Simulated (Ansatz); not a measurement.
## PIr: single run (Ansatz)

Launch command:

```bash
ansatz run input.yaml --threads 1 --pin off --max-ram 2560MiB --backend cpu --events-out ev --progress --plain --runs-dir out
```

Input:

```yaml
crystal:
  lattice:
    - [2.78751, 0.0, 0.0]
    - [0.0, 3.615369, 0.0]
    - [0.0, 0.0, 6.145775]
  atoms:
    - { symbol: Ir, position: [0.25, 0.75, 0.4527] }
    - { symbol: Ir, position: [0.75, 0.25, 0.5473] }
    - { symbol: P, position: [0.25, 0.25, 0.2213] }
    - { symbol: P, position: [0.75, 0.75, 0.7787] }
  symmetry: { tolerance: 0.0003 }
kpoints:
  mp_grid: { grid: [6, 5, 3], shift: [0, 0, 0] }
magnetization:
  spin_polarized: false
scf:
  occupations: { method: tetrahedron_uncorrected }
hamiltonian:
  pseudopotentials: { kind: paw }
  xc: pbe
basis:
  ecutwfc: 420
output:
  forces: true
  stress: true
  eigenvalues: true
  write_density: true
  write_potential: true
  elf: true
  volumetric_format: npy
```

Origin of the cell: a known structure type with other elements, at an estimated volume, so it need not be a known compound.

Output (shortened):

```
band count auto-derived: 28 (N_el = 44.0; filled up to band 22; 27 by the electrons, moments and atoms)
Pseudopotentials: kind: paw
Pseudopotential: Ir, paw, valence charge 17, recommended cutoff 420 eV (normal), Ir.paw.azcp
Pseudopotential: P, paw, valence charge 5, recommended cutoff 420 eV (normal), P.paw.azcp
Functional definition: PBE
  exchange = pbe_x(kappa = kappa, mu = beta*pi^2/3)
  correlation = pbe_c(beta = beta)
Crystal: 4 atoms, lattice volume = 61.936 Å³
Basis set: ecut = 420 eV, 1209 PW (Γ), exchange–correlation on 40×50×90 points (8 copies of the dense FFT grid, shifted against one another)
Bands: 28, of which v1, the nominal top of the filled ones, is band 22 counted from 1 (21 counted from 0)
Symmetry: 8 space group operations
Space group: Pmmn (ITA 59), of the structure as read, at distance tolerance 1.2e-3 Å
[… 5 lines left out …]
Initial density: superposition of atomic densities (neutral atoms: chi_scale 0, normalization atom), corrected by the library's trained network
Functional: x = pbe(κ = 0.804, μ = 0.219515), c = pbe(β = 0.066725)
SCF iter   1: F=—  HF=-25377.968586 eV  Δρ=1.53e-2  dr2=1.04e-1
SCF iter   2: F=—  HF=-25377.953112 eV  Δρ=7.64e-3  dr2=1.95e-2  defer=14
SCF iter   3: F=—  HF=-25377.949605 eV  Δρ=1.73e-3  dr2=2.05e-3  defer=17
SCF iter   4: F=—  HF=-25377.949549 eV  Δρ=5.53e-4  dr2=1.88e-4  defer=17
SCF iter   5: F=—  HF=-25377.949569 eV  Δρ=1.51e-4  dr2=1.63e-5  defer=17
SCF iter   6: F=—  HF=-25377.949563 eV  Δρ=5.64e-5  dr2=2.62e-6  defer=17
SCF iter   7: F=-25377.949563 eV  HF=-25377.949563 eV  Δρ=7.78e-6  dr2=4.16e-8
SCF 1 converged in 7 iterations: F = -25377.949563 eV  dr2 = 4.16e-8
SCF converged after 7 iterations
Free energy (F): -25377.949563 eV
Harris-Foulkes:  -25377.949563 eV  (|F-HF|=2.84e-8)
Internal energy: -25377.949299 eV  (E = F + TS)
E sigma→0 (E₀):  -25377.949563 eV
Entropy (-TS):   -0.000264 eV (-0.066 meV/atom)
Fermi energy:    16.685763 eV
--- Per-component energies (eV) ---
  E_band       = -408.545550
  E_kinetic    = 1419.158436
  E_local      = -6403.561427  (includes V_loc(G=0)·N_el)
  E_nonlocal   = 217.542515
  E_hartree    = 2788.436550
  E_xc         = -668.238030
  E_vxc        = -734.286932  (∫ρ·V_xc dr)
  E_paw        = -19589.771979  (= ΣΔE_a)
  E_vpaw       = -484.276071  (= ΣTr[D̂ρ^β])
  E_aug_tail   = 0.000136  (compensation charges beyond the density's cutoff)
  E_ewald      = -3141.515502
  E_smearing   = -0.000264  (= −TS)
  Σ components = -25377.949563   (vs F -25377.949563, Δ=0.00e0)
--- Forces (eV/Å), atoms counted from 1 ---
  atom   1  Ir     0.000000    -0.000000    -5.072615
  atom   2  Ir     0.000000     0.000000     5.072615
  atom   3  P      0.000000    -0.000000    -2.775998
  atom   4  P      0.000000     0.000000     2.775998
  max |Σ_I F_I| component: 0.00e0 eV/Å
--- Stress (GPa, compression-positive) ---
       55.976684      -0.000000       0.000000
       -0.000000     107.681714       0.000000
        0.000000       0.000000      33.163103
  P = ⅓ Tr σ = 65.6072 GPa (656.072 kbar)
```

Caveats: no moments, though an odd count or open d shells may carry them; no spin-orbit coupling, though heavy elements are present; the given cell is far from equilibrium, with atoms too close or a volume far off; the k mesh is coarse if the cell is a metal.

The run took 3.2 s of wall time on 1 CPU thread(s) of a shared host, from the program's own first density.
